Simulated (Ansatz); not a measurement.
NaMgF$_{3}$:
```yaml
crystal:
  lattice:
    - [3.83064, 0.00000, 0.00000]
    - [0.00000, 3.83064, 0.00000]
    - [0.00000, 0.00000, 3.83064]
  atoms:
    - { symbol: Na, position: [0.00000, 0.00000, 0.00000] }
    - { symbol: Mg, position: [0.50000, 0.50000, 0.50000] }
    - { symbol: F, position: [0.50000, 0.50000, 0.00000] }
    - { symbol: F, position: [0.00000, 0.50000, 0.50000] }
    - { symbol: F, position: [0.50000, 0.00000, 0.50000] }
```

Relaxed with LDA. Special points in fractions of this cell's reciprocal vectors: Γ (0.000, 0.000, 0.000); X (0.000, 0.500, 0.000); M (0.500, 0.500, 0.000); R (0.500, 0.500, 0.500).

List the band energies nearest the valence-band maximum at these points for the program Ansatz at the LDA level (PAW).

In eV from the valence-band maximum; about four levels below and three above (degenerate sets whole), none deeper than 8.9 eV; points with the same levels are listed once.

```tsv
k	below	above
Γ	-0.74 -0.74 -0.74 -0.48 -0.48 -0.48	6.06 13.48 13.48
X	-1.21 -1.21 -0.99 -0.58 -0.58	9.14 9.60 15.10 15.10 15.10
M	-1.27 -1.20 -1.20 -0.01	10.76 11.38 11.38
R	-1.26 -1.26 0.00 0.00 0.00	10.38 13.18 13.18 13.18
```

Space group Pm-3m (cubic perovskite). The first step of the workflow began from a Materials Project structure, measured or hypothetical; the Crystallography Open Database copy checked does not list it. COD files the formula under space group No. 62, so this cell is another polymorph or a model. Its standing as an ambient phase is unchecked. The cell was relaxed with LDA under the symmetry of its start. At this level the phase is dynamically unstable (imaginary phonons).

Potentials: the later of the program's two PAW sets.
